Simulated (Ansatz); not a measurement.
## InSe2: how the energy converges with the cutoff

InSe2, P1, a = 3.928 Å, b = 3.861 Å, c = 9.694 Å, α, β, γ = 89.6°, 88.8°, 91.5°. Ansatz: PBE, PAW, cutoff varied, Γ-centred 8×8×4 mesh on 6 atoms, Gaussian smearing 0.10 eV; no spin polarisation. Single points at one geometry with displaced atoms, the cutoff alone changed; ΔE is the energy at zero smearing over the run at 600 eV. The runs up to 350 eV lie under the cutoff recommended for these PAW datasets.

```tsv
cutoff (eV)	ΔE (meV/atom)
200	4649.46
250	573.33
300	40.96
350	2.17
420	?
```

Assume ΔE falls exponentially with the cutoff, fit y = ln ΔE against x, the cutoff in eV, to the other rows, and predict the missing value.

y = 8.445, 6.351, 3.713, 0.775. Means x = 275.0, y = 4.8210; Σ(Δx)² = 12500, ΣΔxΔy = -641.2; the slope is their ratio. y = 18.93 − 0.05130 x, a factor of ten per 45 eV. At 420 eV this gives ΔE = 0.07 meV/atom. The run gave 0.85, a ratio of 0.08. Between neighbouring rows the decay runs from a factor of ten per 39 eV to one per 172 eV, so one exponential is only a rough guide. The fast fall gives way to a slow tail, so a fit to low cutoffs promises convergence too early.

Cost: 6 runs of about 8.4 core-minutes in all, on Arm Neoverse V1 (shared hosts).